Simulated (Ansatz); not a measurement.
# WC-type EuBi

Method: PBE, scalar-relativistic; collinear spin; PAW, 420 eV, 10×10×8 k-mesh, Gaussian smearing of 0.05 eV; code Ansatz; PAW files: Ansatz's generated set soft_2.

```xyz
2
Lattice="4.2571 0.0000 0.0000 -2.1286 3.6868 0.0000 0.0000 0.0000 4.5948" Properties=species:S:1:pos:R:3 pbc="T T T"
Eu    0.0000    0.0000    0.0000
Bi    2.1286    1.2289    2.2974
```

The start was a prototype's sites filled with these elements, not a measured cell.

The geometry is fixed. Moments are started on Eu in several ways. q is the propagation vector of an order in a doubled cell, in units of this cell's reciprocal vectors; doubled cells take an equivalent mesh or are counted from a ferromagnetic run in the same cell, unless said otherwise. Energies count from the first row, the state in which the cell was relaxed.

The starts:
- ferromagnetic
- no spin polarisation
- antiparallel, q = (0, 0, 1/2)
- antiparallel, q = (0, 1/2, 0)
- antiparallel, q = (0, 1/2, 1/2)

(1) Which start ends lowest?

Answer:

(1) Lowest: antiparallel, q = (0, 0, 1/2).

```
                          start  largest typed moment (μB)  ΔE (meV/atom)  gap on the mesh (eV)  P (GPa)  final spin moments (μB)
                  ferromagnetic                      7.44*            0.0                 metal      0.0        Eu 6.76; Bi -0.07
           no spin polarisation                       0.00         3550.7                 metal     -2.5                     none
  antiparallel, q = (0, 0, 1/2)                      6.00*           -7.4                 metal      0.0           Eu 6.81, -6.81
  antiparallel, q = (0, 1/2, 0)                      6.00*           -1.2                 metal      0.0           Eu 6.80, -6.80
antiparallel, q = (0, 1/2, 1/2)                      6.00*           -0.4                 metal      0.1           Eu 6.79, -6.79
```

A star marks runs that didn't start from the typed moments alone: the program put its own moment for the open shell in their place.

The program marks the state without spin polarisation as possibly unstable.

The row without spin polarisation prices the pairing of the open shell's electrons, not a magnetic ordering energy.

Only orders that fit these small cells were tried, so the real crystal's order may be another.

Without a U the 4f levels of Eu lie too near the Fermi level, so their share of the states there, and what hangs on it, is overstated. These numbers lack spin–orbit coupling. Site moments are of spin, integrated over atomic spheres.
